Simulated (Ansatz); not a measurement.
Lattice vibrations of FeSi2 at Γ at 3 GPa

Level of theory: DFT LDA, scalar-relativistic, plane waves, PAW in Ansatz. Plane waves to 420 eV; Γ-centred k mesh 16×16×8; Fermi-Dirac smearing of 0.15 eV. No spin polarisation. Phonons by linear response, acoustic sum rule imposed.

The cell, relaxed at 3 GPa:
```
CELL_PARAMETERS angstrom
2.64742 0.00000 0.00000
0.00000 2.64742 0.00000
0.00000 0.00000 5.04831
ATOMIC_POSITIONS crystal
Fe 0.00000 0.00000 0.00000
Si 0.50000 0.50000 0.27156
Si 0.50000 0.50000 0.72844
```

In a metal, frequencies and elastic constants depend on the k mesh and the smearing, soft modes and shear constants most. Spin polarisation was left out, and a magnetic state may lie lower.

Optical modes at Γ; i marks an imaginary frequency:
```json
{"frequency (meV)": "29.3", "degeneracy": "2"}
{"frequency (meV)": "37.7", "degeneracy": "2"}
{"frequency (meV)": "46.6", "degeneracy": "1"}
{"frequency (meV)": "71.0", "degeneracy": "1"}
```

All 6 optical modes at Γ are real: no displacement of atoms at fixed cell lowers the energy to second order. Strains and modes at other wave vectors aren't tested by this run.

Cost: 1 run of about 1.8 core-minutes, on Arm Neoverse V1 (shared hosts).